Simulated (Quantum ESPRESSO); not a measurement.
Ir4Ga2InOs, one run as intended and one with a planted mistake

Simulated, not a measurement. The program is pw.x of Quantum ESPRESSO 7.5 (plane-wave density functional theory). The cell is made up: eight metal atoms on a face-centred cubic lattice, with elements, volume, strain and displacements drawn at random and not relaxed, so it may be unstable or far from any real phase. PseudoDojo standard norm-conserving files set the functional (PBE unless stated); there is no spin polarisation or spin-orbit coupling, the Fermi-Dirac width of 0.25 eV means electrons at about 2900 K, and the masses in the input are unused placeholders. Heavy elements are run without spin-orbit coupling, which real alloys of them have. A spin test at this wide smearing found no moment, but such smearing suppresses magnetism that the real alloy may have.

Intended input:

```
&control calculation='scf', pseudo_dir='./dojo.nc.sr.pbe.v0_5.standard.upf', outdir='./o', disk_io='minimal', tprnfor=.true., tstress=.true. /
&system ibrav=0, nat=8, ntyp=4, nbnd=76, ecutwfc=79.96652505, nosym=.true., tot_charge=0,
 occupations='smearing', smearing='fd', degauss=0.0183746611
/
&electrons conv_thr=1.470e-08, electron_maxstep=70, mixing_beta=0.5 /
ATOMIC_SPECIES
Ga 1.0 Ga.upf
In 1.0 In.upf
Ir 1.0 Ir.upf
Os 1.0 Os.upf
CELL_PARAMETERS angstrom
0.0597 2.0357 2.0768
-4.0462 3.9848 -4.1866
-4.0509 -4.1066 4.0695
ATOMIC_POSITIONS angstrom
Ir -0.0038 -0.0004 0.0164
Ir -4.1743 -2.082 1.9932
Ir -4.0022 -0.0741 -0.0677
Ga -4.0786 2.1345 -2.2075
Ir -1.8963 0.036 2.0593
In -2.036 2.0023 -0.068
Ga -5.9737 -0.1349 1.9983
Os -6.0622 1.8638 0.0232
K_POINTS automatic
8 4 4 1 1 1
```

The log is shortened where brackets say so; the opening notice, blank lines, dates and the lines on written files are dropped, and the path of the files is cut. It prints rydbergs, bohrs and kilobars, and counts compression as positive stress. Its total energy is the free energy E - TS of the whole cell.

Log of the intended run:

```
     Program PWSCF v.7.5
     Parallel version (MPI & OpenMP), running on       4 processor cores
     Number of MPI processes:                 4
     Threads/MPI process:                     1
     [start-up lines left out]
     bravais-lattice index     =            0
     lattice parameter (alat)  =       5.4967  a.u.
     unit-cell volume          =     917.8959 (a.u.)^3
     number of atoms/cell      =            8
     number of atomic types    =            4
     number of electrons       =       123.00
     number of Kohn-Sham states=           76
     kinetic-energy cutoff     =      79.9665  Ry
     charge density cutoff     =     319.8661  Ry
     scf convergence threshold =      1.5E-08
     mixing beta               =       0.5000
     number of iterations used =            8  plain     mixing
     Exchange-correlation= PBE
                           (   1   4   3   4   0   0   0)
     [axes and pseudopotential details left out]
   Cartesian axes
     site n.     atom                  positions (alat units)
         1        Ir     tau(   1) = (  -0.0013064  -0.0001375   0.0056382  )
         2        Ir     tau(   2) = (  -1.4350914  -0.7157752   0.6852464  )
         3        Ir     tau(   3) = (  -1.3759248  -0.0254750  -0.0232747  )
         4        Ga     tau(   4) = (  -1.4021905   0.7338243  -0.7589211  )
         5        Ir     tau(   5) = (  -0.6519330   0.0123765   0.7079711  )
         6        In     tau(   6) = (  -0.6999607   0.6883749  -0.0233779  )
         7        Ga     tau(   7) = (  -2.0537109  -0.0463776   0.6869998  )
         8        Os     tau(   8) = (  -2.0841365   0.6407597   0.0079760  )
     number of k points=    64  Fermi-Dirac smearing, width (Ry)=  0.0184
                       cart. coord. in units 2pi/alat
        k(    1) = (  -0.0911516   0.0460187   0.0450488), wk =   0.0312500
        k(    2) = (  -0.1809591   0.0024298   0.0903567), wk =   0.0312500
     [further k points left out]
     Dense  grid:    88695 G-vectors     FFT dimensions: (  32,  75,  75)
     Estimated max dynamical RAM per process >     378.57 MB
     Estimated total dynamical RAM >       1.42 GB
     Initial potential from superposition of free atoms
     starting charge     122.9899, renormalised to     123.0000
     Starting wfcs are   77 randomized atomic wfcs
     total cpu time spent up to now is        6.4 secs
     per-process dynamical memory:   301.5 Mb
     Self-consistent Calculation
     iteration #  1     ecut=    79.97 Ry     beta= 0.50
     Davidson diagonalization with overlap
     ethr =  1.00E-02,  avg # of iterations =  5.3
     Threshold (ethr) on eigenvalues was too large:
     Diagonalizing with lowered threshold
     Davidson diagonalization with overlap
     ethr =  3.70E-04,  avg # of iterations =  2.3
     total cpu time spent up to now is       40.8 secs
     total energy              =   -1562.11517675 Ry
     estimated scf accuracy    <       0.46002315 Ry
     iteration #  2     ecut=    79.97 Ry     beta= 0.50
     Davidson diagonalization with overlap
     ethr =  3.74E-04,  avg # of iterations =  3.4
     total cpu time spent up to now is       58.8 secs
     total energy              =   -1561.76113582 Ry
     estimated scf accuracy    <       7.61179774 Ry
     [iterations 3 to 16 left out]
     iteration # 17     ecut=    79.97 Ry     beta= 0.50
     Davidson diagonalization with overlap
     ethr =  4.11E-11,  avg # of iterations =  2.0
     total cpu time spent up to now is      288.7 secs
     total energy              =   -1562.34148157 Ry
     estimated scf accuracy    <       0.00000013 Ry
     iteration # 18     ecut=    79.97 Ry     beta= 0.50
     Davidson diagonalization with overlap
     ethr =  4.11E-11,  avg # of iterations =  1.7
     total cpu time spent up to now is      302.5 secs
     End of self-consistent calculation
     [lines on levels left out]
!    total energy              =   -1562.34148158 Ry
     estimated scf accuracy    <          1.5E-09 Ry
     smearing contrib. (-TS)   =      -0.11231502 Ry
     internal energy E=F+TS    =   -1562.22916656 Ry
     The total energy is F=E-TS. E is the sum of the following terms:
     one-electron contribution =    -365.88281498 Ry
     hartree contribution      =     269.85248366 Ry
     xc contribution           =    -339.52337674 Ry
     ewald contribution        =   -1126.67545851 Ry
     convergence has been achieved in  18 iterations
     Forces acting on atoms (cartesian axes, Ry/au):
     atom    1 type  3   force =     0.04575125    0.00130740   -0.00721574
     atom    2 type  3   force =     0.06413112    0.00858255   -0.00839639
     atom    3 type  3   force =    -0.03681947    0.01027152   -0.00596729
     atom    4 type  1   force =    -0.06779815   -0.01027898    0.00217390
     atom    5 type  3   force =    -0.03293151   -0.03033355    0.02847760
     atom    6 type  2   force =     0.01564865   -0.02727597    0.03489176
     atom    7 type  1   force =     0.02929951    0.04760038   -0.04044440
     atom    8 type  4   force =    -0.01728141    0.00012665   -0.00351943
     Total force =     0.150667     Total SCF correction =     0.000221
     Computing stress (Cartesian axis) and pressure
          total   stress  (Ry/bohr**3)                   (kbar)     P=     -158.33
  -0.00110999  -0.00003412  -0.00015755         -163.29       -5.02      -23.18
  -0.00003412  -0.00099887   0.00012171           -5.02     -146.94       17.90
  -0.00015755   0.00012171  -0.00112003          -23.18       17.90     -164.76
     init_run     :      5.75s CPU      6.01s WALL (       1 calls)
     electrons    :    289.81s CPU    296.06s WALL (       1 calls)
     forces       :      2.60s CPU      2.62s WALL (       1 calls)
     stress       :      9.24s CPU      9.55s WALL (       1 calls)
     [timing details left out]
     PWSCF        :   5m 7.82s CPU   5m14.68s WALL
     JOB DONE.
```

A second run has one planted mistake: the files are those of another functional. The input lines that differ:

```
- &control calculation='scf', pseudo_dir='./dojo.nc.sr.pbe.v0_5.standard.upf', outdir='./o', disk_io='minimal', tprnfor=.true., tstress=.true. /
+ &control calculation='scf', pseudo_dir='./dojo.nc.sr.lda.v0_4_1.standard.upf', outdir='./o', disk_io='minimal', tprnfor=.true., tstress=.true. /
```

Its log:

```
     Program PWSCF v.7.5
     Parallel version (MPI & OpenMP), running on       4 processor cores
     Number of MPI processes:                 4
     Threads/MPI process:                     1
     [start-up lines left out]
     bravais-lattice index     =            0
     lattice parameter (alat)  =       5.4967  a.u.
     unit-cell volume          =     917.8959 (a.u.)^3
     number of atoms/cell      =            8
     number of atomic types    =            4
     number of electrons       =       123.00
     number of Kohn-Sham states=           76
     kinetic-energy cutoff     =      79.9665  Ry
     charge density cutoff     =     319.8661  Ry
     scf convergence threshold =      1.5E-08
     mixing beta               =       0.5000
     number of iterations used =            8  plain     mixing
     Exchange-correlation= SLA  PW   NOGX NOGC
                           (   1   4   0   0   0   0   0)
     [axes and pseudopotential details left out]
   Cartesian axes
     site n.     atom                  positions (alat units)
         1        Ir     tau(   1) = (  -0.0013064  -0.0001375   0.0056382  )
         2        Ir     tau(   2) = (  -1.4350914  -0.7157752   0.6852464  )
         3        Ir     tau(   3) = (  -1.3759248  -0.0254750  -0.0232747  )
         4        Ga     tau(   4) = (  -1.4021905   0.7338243  -0.7589211  )
         5        Ir     tau(   5) = (  -0.6519330   0.0123765   0.7079711  )
         6        In     tau(   6) = (  -0.6999607   0.6883749  -0.0233779  )
         7        Ga     tau(   7) = (  -2.0537109  -0.0463776   0.6869998  )
         8        Os     tau(   8) = (  -2.0841365   0.6407597   0.0079760  )
     number of k points=    64  Fermi-Dirac smearing, width (Ry)=  0.0184
                       cart. coord. in units 2pi/alat
        k(    1) = (  -0.0911516   0.0460187   0.0450488), wk =   0.0312500
        k(    2) = (  -0.1809591   0.0024298   0.0903567), wk =   0.0312500
     [further k points left out]
     Dense  grid:    88695 G-vectors     FFT dimensions: (  32,  75,  75)
     Estimated max dynamical RAM per process >     378.57 MB
     Estimated total dynamical RAM >       1.42 GB
     Initial potential from superposition of free atoms
     starting charge     122.9923, renormalised to     123.0000
     Starting wfcs are   77 randomized atomic wfcs
     total cpu time spent up to now is        6.5 secs
     per-process dynamical memory:   301.4 Mb
     Self-consistent Calculation
     iteration #  1     ecut=    79.97 Ry     beta= 0.50
     Davidson diagonalization with overlap
     ethr =  1.00E-02,  avg # of iterations =  4.7
     Threshold (ethr) on eigenvalues was too large:
     Diagonalizing with lowered threshold
     Davidson diagonalization with overlap
     ethr =  3.59E-04,  avg # of iterations =  2.1
     total cpu time spent up to now is       41.2 secs
     total energy              =   -1559.79540683 Ry
     estimated scf accuracy    <       0.44812808 Ry
     iteration #  2     ecut=    79.97 Ry     beta= 0.50
     Davidson diagonalization with overlap
     ethr =  3.64E-04,  avg # of iterations =  3.1
     total cpu time spent up to now is       60.5 secs
     total energy              =   -1559.44539001 Ry
     estimated scf accuracy    <       7.32263272 Ry
     [iterations 3 to 13 left out]
     iteration # 14     ecut=    79.97 Ry     beta= 0.50
     Davidson diagonalization with overlap
     ethr =  1.56E-09,  avg # of iterations =  1.0
     total cpu time spent up to now is      242.2 secs
     total energy              =   -1560.01128060 Ry
     estimated scf accuracy    <       0.00000038 Ry
     iteration # 15     ecut=    79.97 Ry     beta= 0.50
     Davidson diagonalization with overlap
     ethr =  3.12E-10,  avg # of iterations =  1.2
     total cpu time spent up to now is      257.2 secs
     End of self-consistent calculation
     [lines on levels left out]
!    total energy              =   -1560.01128061 Ry
     estimated scf accuracy    <       0.00000001 Ry
     smearing contrib. (-TS)   =      -0.11337658 Ry
     internal energy E=F+TS    =   -1559.89790404 Ry
     The total energy is F=E-TS. E is the sum of the following terms:
     one-electron contribution =    -371.00468946 Ry
     hartree contribution      =     270.31517902 Ry
     xc contribution           =    -332.53293509 Ry
     ewald contribution        =   -1126.67545851 Ry
     convergence has been achieved in  15 iterations
     Forces acting on atoms (cartesian axes, Ry/au):
     atom    1 type  3   force =     0.04171492    0.00256681   -0.00804377
     atom    2 type  3   force =     0.05912791    0.00828806   -0.00722748
     atom    3 type  3   force =    -0.03361109    0.00879735   -0.00539333
     atom    4 type  1   force =    -0.07119905   -0.00448326   -0.00201586
     atom    5 type  3   force =    -0.02860225   -0.02608585    0.02486190
     atom    6 type  2   force =     0.01982084   -0.02989096    0.03602832
     atom    7 type  1   force =     0.03426224    0.04552563   -0.04003839
     atom    8 type  4   force =    -0.02151352   -0.00471779    0.00182860
     Total force =     0.147639     Total SCF correction =     0.000603
     Computing stress (Cartesian axis) and pressure
          total   stress  (Ry/bohr**3)                   (kbar)     P=     -267.21
  -0.00184936  -0.00001625  -0.00013000         -272.05       -2.39      -19.12
  -0.00001625  -0.00174311   0.00011745           -2.39     -256.42       17.28
  -0.00013000   0.00011745  -0.00185682          -19.12       17.28     -273.15
     init_run     :      5.98s CPU      6.39s WALL (       1 calls)
     electrons    :    245.08s CPU    250.72s WALL (       1 calls)
     forces       :      2.66s CPU      2.67s WALL (       1 calls)
     stress       :      9.00s CPU      9.01s WALL (       1 calls)
     [timing details left out]
     PWSCF        :   4m22.84s CPU   4m28.92s WALL
     JOB DONE.
```

```
                                            intended run  run with the mistake
                          free energy (eV)    -21256.739            -21225.035
         entropy term -TS, part of it (eV)        -1.528                -1.543
                            pressure (GPa)        -15.83                -26.72
size of the largest force component (eV/Å)         1.743                 1.831
largest change of a force component (eV/Å)                               0.149
                                iterations            18                    15
```

For scale, a rerun of the intended cell at a higher cutoff and on a denser mesh moved values by no more than 0.004 eV in energy, 0.07 GPa in stress and 0.018 eV/Å in force, and a second program with other atomic files agreed on that cell to 2 % rms in force and 0.5 GPa in pressure. Files of another functional or element have another zero of energy, so the energy change says nothing on stability.